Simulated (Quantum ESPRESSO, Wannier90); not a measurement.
## Wannier functions of Ag2S (anti-fluorite)

```xyz
3
Lattice="0.0000 3.1240 3.1240 3.1240 0.0000 3.1240 3.1240 3.1240 0.0000" Properties=species:S:1:pos:R:3 pbc="T T T"
Ag    -1.5620    -1.5620    -1.5620
Ag     1.5620     1.5620     1.5620
S      0.0000     0.0000     0.0000
```

Materials Project entry mp-1229090; symmetrised, unrelaxed at this level. Not found in the COD (Crystallography Open Database) copy used, which has the formula in other groups; not checked further. Computed values, not measurements, from LDA: Quantum ESPRESSO (norm-conserving PseudoDojo potentials, cutoff 69 Ry, no spin polarisation, no spin-orbit coupling) on a Γ-centred 8×8×8 mesh, then Wannier90. Density: 8×8×8 mesh, cold smearing 0.01 Ry.

Band 9 is isolated and gives one Wannier function a cell (S3 3s 84 %, Ag2 5s 5 %, Ag1 5s 5 %; spread 1.23 Å²). Its on-site energy is ε = -12.783 eV relative to the Fermi level, and its hoppings t(R) = t(−R) to the nearer images are (images within this range that aren't listed have |t| under 5 meV):

| R (lattice vectors; −R alike) | distance (Å) | t (eV) |
|---|---|---|
| 0 0 1 | 4.42 | -0.031 |
| 0 1 -1 | 4.42 | -0.031 |
| 0 1 0 | 4.42 | -0.031 |
| 1 -1 0 | 4.42 | -0.031 |
| 1 0 -1 | 4.42 | -0.031 |
| 1 0 0 | 4.42 | -0.031 |

Work out the band energy at Γ, X, U, K from these numbers.

For one orbital E(k) = ε + Σ_R 2 t(R) cos(2π k·R), the sum over the listed R.
- Γ, k = (0.000, 0.000, 0.000): E = -12.783 + (-0.031)·(12.00) = -13.15 eV; pw.x: -13.15 eV
- X, k = (0.500, 0.000, 0.500): E = -12.783 + (-0.031)·(-4.00) = -12.66 eV; pw.x: -12.66 eV
- U, k = (0.625, 0.250, 0.625): E = -12.783 + (-0.031)·(-3.66) = -12.67 eV; pw.x: -12.67 eV
- K, k = (0.375, 0.375, 0.750): E = -12.783 + (-0.031)·(-3.66) = -12.67 eV; pw.x: -12.67 eV

At these points the listed shells miss the plane-wave band by up to 0.00 eV, of a width of 0.50 eV on the path. With all its hoppings the model misses the band by 0.0 meV at worst on the whole path; the listed shells hold nearly all of the dispersion.
